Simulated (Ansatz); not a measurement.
## Fields on a plane of GaAs (zinc blende)

```
CELL_PARAMETERS angstrom
      0.00000     2.82951     2.82951
      2.82951     0.00000     2.82951
      2.82951     2.82951     0.00000
ATOMIC_POSITIONS crystal
  As 0.75000 0.75000 0.75000
  Ga 0.00000 0.00000 0.00000
```

The slice is a {110} plane (indices of the conventional cell) through the point (0.000, 0.000, 0.000) (fractional), spanned by u = [100] and v = [1 -1 -1] in vectors of this cell: u (4.00 Å) and v (5.66 Å, at 90° to u). It covers one period; positions are fractions (u, v).

Atoms on it: As at (0.50, 0.25); Ga at (0.00, 0.00).

All values below come from PBEsol (plane waves to 420 eV, PAW, scalar-relativistic; Ansatz, a quantum-chemistry and plane-wave program). k mesh 10×10×10. Near the nuclei the fields are pseudised (PAW); where an atom keeps semicore shells as valence, they peak there. GaAs was relaxed with its symmetry unable to fall.

```
|xxxx3788873xxx|
|xxx057898750xx|
|xx03689998630x|
|23568999998653|
|67789999999877|
|88999999999998|
|99999999999999|
|99999999999999|
|99999988899999|
|99998877788999|
|99987531357899|
|998730xxx03789|
|99850xxxxx0589|
|8873xxxxxxx378|
|6661xxxxxxx166|
|2342xxxxxxx233|
|xx010xxxxx010x|
|xxx010xxx010xx|
|xxxx2321242xxx|
|xxxx2677762xxx|
```
Scale: ten equal steps from -3.00 (start of '0') to 5.95 (end of '9'), in the order '0123456789'. Values: electrostatic potential energy of an electron, from the cell's mean, in eV. The map has 14 points along u (one character each, u = 0 at the left) and 20 along v (v = 0 in the bottom row). Points within 1 Å of a nucleus are blanked (x), as the pseudised field means little there. Values under -3 eV are set to -3. The zero, the cell's mean, hangs on the PAW cores.

```
v \ u  0.00  0.14  0.29  0.43  0.57  0.71  0.86
-----  ----  ----  ----  ----  ----  ----  ----
0.90   0.12  0.26  0.24  0.11  0.11  0.24  0.26
0.75   0.26  0.19  0.06  0.01  0.01  0.06  0.19
0.60   0.03  0.02  0.03  0.07  0.07  0.03  0.02
0.45   0.02  0.08  0.42  0.62  0.62  0.42  0.08
0.30   0.14  0.44  0.62     x     x  0.62  0.45
0.15   0.26  0.38  0.77  0.54  0.54  0.77  0.38
0.00      x  0.13  0.37  0.52  0.52  0.37  0.13
```

Values: electron localisation function (ELF). Points within 0.5 Å of a nucleus are blanked (x), as the pseudised field means little there.

The density on the As–Ga line (2.45 Å) at its density minimum, 1.3 Å from As is 0.48 e/Å³ and the ELF at that point comes out as 0.6. ELF maximum in the middle third of the As–Ga line: 0.77, 1.1 Å from As.
